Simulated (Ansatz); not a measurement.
Given:

MgS:
```yaml
crystal:
  lattice:
    - [10.38676, 0.00000, 0.00000]
    - [0.00000, 3.67283, 0.00000]
    - [0.00000, 0.00000, 3.67349]
  atoms:
    - { symbol: Mg, position: [0.12501, 0.25000, 0.24979] }
    - { symbol: Mg, position: [0.37499, 0.75000, 0.74979] }
    - { symbol: Mg, position: [0.87499, 0.75000, 0.75021] }
    - { symbol: Mg, position: [0.62501, 0.25000, 0.25021] }
    - { symbol: S, position: [0.87500, 0.25000, 0.25017] }
    - { symbol: S, position: [0.62500, 0.75000, 0.75017] }
    - { symbol: S, position: [0.12500, 0.75000, 0.74983] }
    - { symbol: S, position: [0.37500, 0.25000, 0.24983] }
```

This is the HSE06-relaxed structure.

Task: All from HSE06 (plane waves, PAW; program Ansatz), unless another level is named. Give the band gap.

Result: 3.81 eV (direct).

Task: Next, the valence-band maximum?

Result: at Γ.

Space group Fm-3m (rock salt). The HSE06 relaxation kept the symmetry of its start. The hybrid was solved on a coarse mesh, the path and, where they were found, the r²SCAN edge points; its band edges are the extreme levels among these. Point labels and valley counts follow the cell and symmetry of the run, lower than the named group.

Potentials: the later of the program's two PAW sets.
